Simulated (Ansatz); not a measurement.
CsPbCl3:
```
CsPbCl3
1.0
    5.73342     0.00000     0.00000
    0.00000     5.73342     0.00000
    0.00000     0.00000     5.73342
Cs Pb Cl
1 1 3
Direct
  0.00000   0.00000   0.00000
  0.50000   0.50000   0.50000
  0.00000   0.50000   0.50000
  0.50000   0.00000   0.50000
  0.50000   0.50000   0.00000
```

Tensor components refer to the Cartesian frame of this cell.

Task: Give the high-frequency dielectric tensor and the Born effective charge tensors of the independent atoms from DFPT, the program Ansatz at the PBE level (PAW).

Result: 
ε∞:
```
3.70  0.00  0.00
0.00  3.70  0.00
0.00  0.00  3.70
```
Z* of atom 1 (Cs), rows: field, columns: displacement, in e:
```
1.31  0.00  0.00
0.00  1.31  0.00
0.00  0.00  1.31
```
Z* of atom 2 (Pb), rows: field, columns: displacement, in e:
```
3.87  0.00  0.00
0.00  3.87  0.00
0.00  0.00  3.87
```
Z* of atom 3 (Cl), rows: field, columns: displacement, in e:
```
-3.69   0.00   0.00
 0.00  -0.74   0.00
 0.00   0.00  -0.74
```

Static charges for comparison (Bader): Cs1 +0.90, Pb2 +1.27, Cl3 -0.72 e. Born charges measure polarisation by displacement and can exceed these by far.

Space group Pm-3m (cubic perovskite). This is a known high-temperature phase of the composition, computed here at zero pressure and temperature. Symmetry was held in the PBE relaxation; phonons on a q-mesh show weakly imaginary modes. Spin–orbit coupling is left out wherever it is not named.

Potentials: the later of the program's two PAW sets.
